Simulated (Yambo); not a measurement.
Yambo run on a free-standing WS₂ monolayer (symmetry P-6m2, slab cell 16.1 Å high). The wavefunctions come from this Quantum ESPRESSO step (PBEsol, PseudoDojo standard norm-conserving files, scalar-relativistic):

```
&CONTROL
  calculation = 'nscf'
  pseudo_dir = './pseudo'
  outdir = './out'
/
&SYSTEM
  ibrav = 0
  nat = 3
  ntyp = 2
  ecutwfc = 74.0
  ecutrho = 296.0
  occupations = 'fixed'
  force_symmorphic = .true.
  nbnd = 132
  assume_isolated = '2D'
/
&ELECTRONS
  conv_thr = 3.0000000000000004e-09
  diago_full_acc = .true.
  diago_thr_init = 1e-08
/
ATOMIC_SPECIES
S 32.0600 S.upf
W 183.8400 W.upf
CELL_PARAMETERS angstrom
  3.145617195863   0.000000000000   0.000000000000
 -1.572808597931   2.724184402198   0.000000000000
  0.000000000000   0.000000000000  16.100000000000
ATOMIC_POSITIONS crystal
S   0.000000000000   0.000000000000  -0.097320284600
S   0.000000000000   0.000000000000   0.097320284600
W   0.666666666667   0.333333333333   0.000000000000
K_POINTS automatic
6 6 1 0 0 0
```

Yambo input:

```
rim_cut
gw0
dyson
el_el_corr
HF_and_locXC
ppa
em1d
rim_w
RandQpts= 1000000
RandGvec= 2 Ry
CUTGeo= "slab z"
EXXRLvcs= 74 Ry
VXCRLvcs= 296 Ry
Chimod= "HARTREE"
% BndsRnXp
 2 | 131 |
%
NGsBlkXp= 8 Ry
% LongDrXp
 1.0 | 1.0 | 0.0 |
%
RandGvecW= 1000 mRy
PPAPntXp= 27.2114 eV
% GbndRnge
 1 | 131 |
%
GTermKind= "BG"
DysSolver= "n"
ExtendOut
% QPkrange
 1 | 1 | 13 | 14 |
 4 | 4 | 13 | 14 |
 7 | 7 | 13 | 14 |
%
```

k points by index: 1 = Γ, 4 = M, 7 = K.

Resulting energies as the program prints them:

```
#    K-point    Band    Eo [eV]    E [eV]    E-Eo [eV]    Vxc [eV]    Vnlxc [eV]    Sc|Eo [eV]    Sc|E [eV]    dSc/dw|Eo [eV]    Re(Z)    Im(Z)
#
    1    13    -0.126123    -0.385673    -0.259550    -14.39375    -15.25003    0.513117    0.596738    -8.760949    0.756442    -0.002865
    1    14    2.984929    3.617384    0.632455    -15.09222    -10.50646    -3.744581    -3.953308    -8.976439    0.751937    -0.002907
    4    13    -0.957532    -1.366846    -0.409314    -13.85535    -15.55144    1.154584    1.286781    -8.783799    0.755962    -0.002855
    4    14    3.005607    3.919598    0.913991    -17.58056    -12.14062    -4.215322    -4.525947    -9.244565    0.746406    -0.002979
    7    13    0.000000    -0.150860    -0.150860    -15.22490    -15.67432    0.249442    0.298563    -8.851129    0.754551    -0.002828
    7    14    1.936367    2.721310    0.784943    -16.37843    -12.01294    -3.323932    -3.580549    -8.892997    0.753675    -0.002912
```
(The two width columns are left out.) Convergence of these settings isn't established.

Spin-orbit coupling is not included.

Geometry relaxed with PBEsol.
